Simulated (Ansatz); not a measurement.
HfS₂ in space group Pca2_1 (No. 29; Hf on 4a, S on 4a, S on 4a) at seven volumes, DFT-PBEsol in the program Ansatz with PAW potentials, shape and atoms relaxed at each. One row is withheld.

```
V (Å³/atom)  P (GPa)
-----------  -------
17.415             ?
17.989          6.68
18.563          3.14
19.137          0.00
19.711         -2.77
20.286         -5.19
20.860         -7.28
```

Fit the shown pressures and predict the withheld one.

Third-order Birch–Murnaghan: P = (3/2)B₀(x^(7/2) − x^(5/2))[1 + (3/4)(B′ − 4)(x − 1)] with x = (V₀/V)^(2/3). Least squares on the six rows gives V₀ = 19.135 Å³/atom, B₀ = 97.74 GPa, B′ = 3.34. At V = 17.415, x = 1.0648 and P = 10.76 GPa. The run itself gave 10.63 GPa.

The start of the workflow was typed in or built on a structure type; neither database checked (COD, Materials Project) lists it. Its standing as an ambient phase is unchecked. The PBEsol relaxation kept the symmetry of its start; its stability against distortions is not shown here. The run is not spin-polarised. Spin–orbit coupling is left out wherever it is not named.

Potentials: the earlier of the program's two PAW sets. The files were generated under PBE; for other functionals the program regenerates the frozen cores, and for LDA and PBEsol the local potential too.
